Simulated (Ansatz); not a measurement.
Cold compression of SiNi (rocksalt type)

```xyz
2
Lattice="0.0000 2.3419 2.3419 2.3419 0.0000 2.3419 2.3419 2.3419 0.0000" Properties=species:S:1:pos:R:3 pbc="T T T"
Ni    0.0000    0.0000    0.0000
Si    2.3419    2.3419    2.3419
```

The cell comes from a relaxation on PAW files under the same functional, begun from a prototype that needn't be the stable phase.

Its volume is scaled at fixed shape and fractional positions.

All numbers are PBEsol results (scalar-relativistic) from Ansatz 0.2.0, with a Γ-centred 14×14×14 k mesh, Fermi–Dirac smearing of 0.08 eV, no spin polarisation. Methods: LAPW: all electrons, basis error target 1 meV/atom; PAW: frozen-core files, cutoff 420 eV; crystal datasets: all electrons, by PAW datasets that the program makes for each cell; norm-conserving: pseudopotentials, cutoff 1333 eV; PAW (core large): files with a larger core, cutoff 420 eV.

Energies are extrapolated to zero smearing and count from the unscaled cell; pressure is positive in compression; gaps take the mesh and a band path. No temperature or zero-point motion is included.

Spin polarisation is left out, though a magnetic state may lie lower. The PAW files were made under PBE.

```json
{"V/V0": "1.00", "V (Å³/atom)": "12.84", "P LAPW (GPa)": "0.02", "ΔE LAPW (eV/atom)": "0.000", "P PAW − LAPW (GPa)": "0.01", "ΔE PAW − LAPW (meV/atom)": "0.0"}
{"V/V0": "0.94", "V (Å³/atom)": "12.07", "P LAPW (GPa)": "11.14", "ΔE LAPW (eV/atom)": "0.025", "P PAW − LAPW (GPa)": "0.02", "ΔE PAW − LAPW (meV/atom)": "0.1"}
{"V/V0": "0.88", "V (Å³/atom)": "11.30", "P LAPW (GPa)": "26.6", "ΔE LAPW (eV/atom)": "0.114", "P PAW − LAPW (GPa)": "0.05", "ΔE PAW − LAPW (meV/atom)": "0.3"}
{"V/V0": "0.80", "V (Å³/atom)": "10.27", "P LAPW (GPa)": "57.1", "ΔE LAPW (eV/atom)": "0.374", "P PAW − LAPW (GPa)": "0.11", "ΔE PAW − LAPW (meV/atom)": "0.8"}
{"V/V0": "0.72", "V (Å³/atom)": "9.25", "P LAPW (GPa)": "105.6", "ΔE LAPW (eV/atom)": "0.884", "P PAW − LAPW (GPa)": "0.21", "ΔE PAW − LAPW (meV/atom)": "1.8"}
{"V/V0": "0.64", "V (Å³/atom)": "8.22", "P LAPW (GPa)": "?", "ΔE LAPW (eV/atom)": "?", "P PAW − LAPW (GPa)": "?", "ΔE PAW − LAPW (meV/atom)": "?"}
{"V/V0": "0.55", "V (Å³/atom)": "7.06", "P LAPW (GPa)": "339.8", "ΔE LAPW (eV/atom)": "3.625", "P PAW − LAPW (GPa)": "0.57", "ΔE PAW − LAPW (meV/atom)": "7.0"}
```

Q: Fit the Vinet equation to the LAPW pressures shown (residuals weighted by 1/(|P| + 0.03·Pmax)), and predict the pressure of the withheld row.

A: The fit gives V0 = 12.85 Å³/atom, B0 = 154 GPa and B0′ = 4.70. At 8.22 Å³/atom, x = (V/V0)^(1/3) = 0.8617, and P = 3·B0·(1 − x)/x²·exp[1.5·(B0′ − 1)·(1 − x)] = 185.2 GPa. The run itself gave 184.4 GPa (+0.4 % off) and ΔE = 1.792 eV/atom.

Q: At the smallest volume, how far do crystal datasets and norm-conserving and PAW (core large) lie from LAPW in pressure?

A: crystal datasets: +0.01 GPa; norm-conserving: -1.54 GPa; PAW (core large): +0.57 GPa, on a LAPW pressure of 339.8 GPa.

Q: How do the Löwdin populations by LAPW change from the unscaled cell to the last row?

A: Ni 3s 1.97 → 1.91, Ni 3d 8.89 → 9.04, Si 3s 1.51 → 1.22, Si 3p 2.81 → 3.00 electrons an atom. These are projections on the shells that the free atoms fill; 0.18 e a cell lies outside them at the start and 0.23 e at the end.
